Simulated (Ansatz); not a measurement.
MoPd (Cmcm), relaxed with PBE (Ansatz, a first-principles code, plane waves, PAW): a = 2.6581 Å, b = 10.6245 Å, c = 4.3520 Å, α = 90.00°, β = 90.00°, γ = 90.00°.

* **ΔH_f (eV/atom)**: 0.04
* **B₀ by P(V) fit (GPa)**: 225

### Question
The same phase is relaxed and computed with r²SCAN in the same code. What are the cell and these values now?

### Answer
a = 2.6355 Å, b = 10.5908 Å, c = 4.3244 Å, α = β = γ = 90.00°.

ΔH_f (eV/atom): 0.07
B₀ by P(V) fit (GPa): 240

Typed or built starts, not in the databases checked: MoPd, Cmcm (Mo on 4c, Pd on 4c). All cells were relaxed under the symmetry of their starts (and spin orders); stability against distortions was not tested throughout. Rows with no word on spin ran without spin polarisation. Spin–orbit coupling is left out wherever it is not named.

Potentials: the later of the program's two PAW sets.

Ansatz is a plane-wave DFT program.

Formation energies count from the lowest solids of the elements computed at the same level, not from gases.
